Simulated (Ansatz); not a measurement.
C (diamond)

```xyz
4
Lattice="0.0000 3.5716 3.5716 1.7858 0.0000 1.7858 1.7858 1.7858 0.0000" Properties=species:S:1:pos:R:3 pbc="T T T"
C      1.7858     1.7858     1.7858
C      1.7858     3.5716     3.5716
C      2.6787     2.6787     2.6787
C      2.6787     4.4645     4.4645
```

In this cell atom 3 (C, nearest neighbour C at 1.547 Å; its periodic images, 2.5 Å or more away, move with it) is moved by s along Cartesian x, unit vector (1.000, 0.000, 0.000); all other atoms and the cell stay fixed.

All values below come from PBE (plane waves to 420 eV, PAW, scalar-relativistic; Ansatz, a quantum-chemistry and plane-wave program). k mesh 13×13×13 (Γ-centred), Fermi-Dirac smearing 0.05 eV. The energy includes the smearing's −TS. C was relaxed with its symmetry unable to fall. ΔE is measured from the undisplaced structure.

Task: Predict the ΔE (eV/cell) at s (Å) = -0.310, -0.062, 0.062, 0.186, 0.248.

Result: 
```
s (Å)   ΔE (eV/cell)
------  ------------
-0.310         1.807
-0.062         0.078
0.062          0.078
0.186          0.693
0.248          1.211
```

(A displaced cell: forces are minus the slopes of the energy, force constants its curvatures, and phonons follow from these.)
